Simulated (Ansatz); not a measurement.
All numbers below come from DFT PBE, scalar-relativistic, plane waves, PAW (Ansatz). All cells share a 420 eV cutoff and Γ-centred k meshes spaced about 0.3 Å⁻¹ or finer (0.25 for metals, 2π included). No spin polarisation in the final relaxations.

All energies are static (0 K, no zero-point motion). All come from trial cells, and lower structures may exist.

**Question.** Order these relaxed structures of Y5F by energy, lowest first, with the energy over the lowest of them.
1.

```
CELL_PARAMETERS angstrom
-4.02657 4.02657 2.53209
4.02657 -4.02657 2.53209
4.02657 4.02657 -2.53209
ATOMIC_POSITIONS crystal
Y 0.09910 0.69902 0.79812
Y 0.90090 0.30098 0.20188
Y 0.69902 0.90090 0.59992
Y 0.30098 0.09910 0.40008
Y 0.50000 0.50000 0.00000
F 0.00000 0.00000 0.00000
```

2.

```
CELL_PARAMETERS angstrom
3.43794 0.00000 0.00000
0.00000 3.43794 0.00000
0.00000 0.00000 14.13650
ATOMIC_POSITIONS crystal
Y 0.50000 0.50000 0.30990
Y 0.50000 0.50000 0.69010
Y 0.00000 0.00000 0.12982
Y 0.00000 0.00000 0.87018
Y 0.00000 0.00000 0.50000
F 0.50000 0.50000 0.00000
```

3.

```
CELL_PARAMETERS angstrom
3.58988 0.00000 0.00000
-1.79494 3.10893 0.00000
0.00000 0.00000 14.89149
ATOMIC_POSITIONS crystal
Y 0.66667 0.33333 0.88136
Y 0.00000 0.00000 0.69477
Y 0.66667 0.33333 0.50000
Y 0.00000 0.00000 0.30523
Y 0.66667 0.33333 0.11864
F 0.00000 0.00000 0.00000
```

**Answer.** 1 (0 meV/atom), 3 (74 meV/atom), 2 (243 meV/atom). Forms: 1 I4/m; 3 P-6m2; 2 P4/mmm. Counting Y atoms around F (those within 1.25 times the shortest such distance or 1.15 times the sum of covalent radii, 1.27 where that leaves under three; the shortest distance is added where it exceeds 1.18 times the sum of covalent radii): cell 1 has F 6; cell 3 has F 6; cell 2 has F 8 from 3.0 Å.

With atoms moved at random, I4/m came back. Without a clear test, and held by symmetry: P-6m2 and P4/mmm. Some candidate types were left out of the draw beforehand, so a known form may be missing.
